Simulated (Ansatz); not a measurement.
ReSe2 (anatase, I4_1/amd) under volume change, PBE in the plane-wave PAW code Ansatz, shape and atoms relaxed at each volume.

```
V (Å³/atom)  E − E(relaxed) (meV/atom)  P (GPa)
-----------  -------------------------  -------
22.214                            70.3    11.01
22.946                            29.9     6.86
23.679                             7.1     3.18
24.411                             0.0     0.00
25.143                             6.3    -2.70
25.876                            24.0    -4.96
26.608                            51.2    -6.84
```

### Question
What does a third-order Birch–Murnaghan fit give for V₀, B₀ and B′?

### Answer
V₀ = 24.42 Å³/atom, B₀ = 96.0 GPa, B′ = 4.2.

The cell is a constructed one: a structure type filled with these elements; neither database checked (COD, Materials Project) lists it. COD files the formula under space group No. 2, so this cell is another polymorph or a model. Its standing as an ambient phase is unchecked. Symmetry was held in the PBE relaxation; whether a distortion lowers the energy is not shown. No spin polarisation was allowed. Scalar-relativistic: spin–orbit coupling is off unless named, which matters more the heavier the elements.

Potentials: the later of the program's two PAW sets.
